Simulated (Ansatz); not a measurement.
GaP:
```
CELL_PARAMETERS angstrom
      6.78478     0.00000     0.00000
      0.00000     6.78478     0.00000
      0.00000     0.00000     6.78478
ATOMIC_POSITIONS crystal
  Ga 0.25000 0.00000 0.50000
  Ga 0.50000 0.25000 0.00000
  Ga 0.50000 0.75000 0.00000
  Ga 0.75000 0.00000 0.50000
  Ga 0.00000 0.50000 0.75000
  Ga 0.00000 0.50000 0.25000
  P  0.25000 0.50000 0.00000
  P  0.00000 0.25000 0.50000
  P  0.00000 0.75000 0.50000
  P  0.75000 0.50000 0.00000
  P  0.50000 0.00000 0.75000
  P  0.50000 0.00000 0.25000
```

PBE in the plane-wave PAW code Ansatz gives a gap of 0.96 eV without spin–orbit coupling, maximum at Γ, minimum on the Γ–X line, 72 % of the way from Γ.

Question: What happens when spin–orbit coupling is switched on?

Answer: The gap shrinks by 0.03 eV, to 0.93 eV; maximum at Γ, minimum on the Γ–X line, 72 % of the way from Γ.

Question: How large is the spin–orbit splitting of the valence top at Γ?

Answer: The fourfold level lies 0.09 eV above the split-off pair.

Question: Give the electron effective mass with spin–orbit coupling.

Answer: 0.33, 0.33, 0.95 mₑ (principal values).

Question: Give the hole effective mass with spin–orbit coupling, band 1 of 2 at the edge.

Answer: 1.9 along [100], 0.59 along [110], 0.46 along [111] (mₑ).

Question: Give the hole effective mass with spin–orbit coupling, band 2 of 2 at the edge.

Answer: 0.11 along [100], 0.12 along [110], 0.13 along [111] (mₑ).

Space group Pm-3n. The start of the workflow was typed in or built on a structure type; neither database checked (COD, Materials Project) lists it. It is not the phase usual at ambient conditions (space group No. 216). The cell was relaxed with PBE under the symmetry of its start; its stability against distortions is not shown here. The volume moved by 26 % from the start of the relaxation.

Potentials: the earlier of the program's two PAW sets.
